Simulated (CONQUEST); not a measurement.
CONQUEST run on CsPbCl3 (Pm-3m, 5 atoms in the cell; from Materials Project mp-23037, changed as shown): self-consistent single point.

All values come from this method and carry its errors: PBE, numerical atomic orbitals double-zeta with polarisation (the shipped basis), PseudoDojo norm-conserving potentials made for PBE run with CONQUEST.

The change in words: volume scaled by 1.01. Reference geometry (Pm-3m):
```
CELL_PARAMETERS angstrom
      5.67984     0.00000     0.00000
      0.00000     5.67984     0.00000
      0.00000     0.00000     5.67984
ATOMIC_POSITIONS crystal
  Cs 0.00000 0.00000 0.00000
  Pb 0.50000 0.50000 0.50000
  Cl 0.00000 0.50000 0.50000
  Cl 0.50000 0.00000 0.50000
  Cl 0.50000 0.50000 0.00000
```

Reference input (self-consistent single point, DFT, PBE, numerical atomic orbitals double-zeta with polarisation (the shipped basis), PseudoDojo norm-conserving potentials made for PBE): basis = DZP; Diag.MPMeshX, Y, Z = 5 5 5; potentials = PseudoDojo norm-conserving PBE; Grid.GridCutoff = 140 Ha; DM.SolutionMethod = diagon; Diag.SmearingType = 1; Diag.kT = 0.000367 Ha; Diag.GammaCentred = true; Diag.MPOrder = 0; minE.SCTolerance = 1.0e-07; SC.MaxIters = 100; SC.LinearMixingFactor = 0.3. This run's input differs from it in these lines:

```diff
@@ -30,11 +30,11 @@
 # file: coords.dat
-    10.733342032      0.000000000      0.000000000
-     0.000000000     10.733342032      0.000000000
-     0.000000000      0.000000000     10.733342032
+    10.768997384      0.000000000      0.000000000
+     0.000000000     10.768997384      0.000000000
+     0.000000000      0.000000000     10.768997384
 5
     0.000000000     0.000000000     0.000000000  1 T T T
-    5.366671016     5.366671016     5.366671016  2 T T T
-    0.000000000     5.366671016     5.366671016  3 T T T
-    5.366671016     0.000000000     5.366671016  3 T T T
-    5.366671016     5.366671016     0.000000000  3 T T T
+    5.384498692     5.384498692     5.384498692  2 T T T
+    0.000000000     5.384498692     5.384498692  3 T T T
+    5.384498692     0.000000000     5.384498692  3 T T T
+    5.384498692     5.384498692     0.000000000  3 T T T
```

Log, with long lists cut:

```
    PulayMixSC: Starting Pulay mixing, A_up =  0.300 A_dn =  0.300
    PulayMixSC: Spin non-polarised calculation.
          Harris-Foulkes Energy            :      -143.234281680451545 Ha
    PulayMixSC: Pulay iteration     1 residual:              0.18640E-02
          Harris-Foulkes Energy            :      -143.203492747104605 Ha
    PulayMixSC: Pulay iteration     2 residual:              0.82633E-03
          Harris-Foulkes Energy            :      -143.198219328862507 Ha
    PulayMixSC: Pulay iteration     3 residual:              0.48124E-03
          Harris-Foulkes Energy            :      -143.197859592271698 Ha
   [... lines left out ...]
          Harris-Foulkes Energy            :      -143.197847171184748 Ha
    PulayMixSC: Pulay iteration     7 residual:              0.16285E-05
          Harris-Foulkes Energy            :      -143.197847154974113 Ha
    PulayMixSC: Pulay iteration     8 residual:              0.33762E-06
          Harris-Foulkes Energy            :      -143.197847154910789 Ha
    PulayMixSC: Pulay iteration     9 residual:              0.20265E-06
          Harris-Foulkes Energy            :      -143.197847154963938 Ha
    PulayMixSC: Pulay iteration    10 residual:              0.96525E-07
    PulayMixSC: Reached SCF tolerance of  0.96525E-07 after     10 iterations
      | Number of electrons      =        44.000027
      |* Harris-Foulkes energy   =      -143.197847154963938 Ha
      |* DFT total energy        =      -143.197847154970702 Ha

    force: Forces on atoms (Ha/a0)
    force:  Atom   X              Y              Z
    force:     1   0.0000000000  -0.0000000000   0.0000000000
   [... zero for the other atoms too ...]

    force: Maximum force :        0.00000000(Ha/a0) on atom         1 in z direction
    force: Force Residual:        0.00000000 Ha/a0
    force: Total stress:         -0.49067523    -0.49067523    -0.49067523 GPa
    force: Average pressure:      0.49067523 GPa

    get_E_and_F: Change in energy during last step of electronic optimisation: -0.53149E-10
```

The run converged in 10 iterations. CONQUEST prints the stress tensor with tension positive. Against the reference run the free energy falls by 1.4 meV/atom and the pressure goes from 0.77 to 0.49 GPa.

Spin-orbit coupling is left out, which matters for bands and gaps with elements this heavy. The program uses no crystal symmetry, so grid and mesh can part values that symmetry would make equal. The atom-centred basis is finite, which shifts total energies and pressures against plane waves. The structure comes from a collection of computed structures, made at another level of theory; the collection holds predicted forms beside known ones.

Cost on one core: very roughly 50 core-seconds.
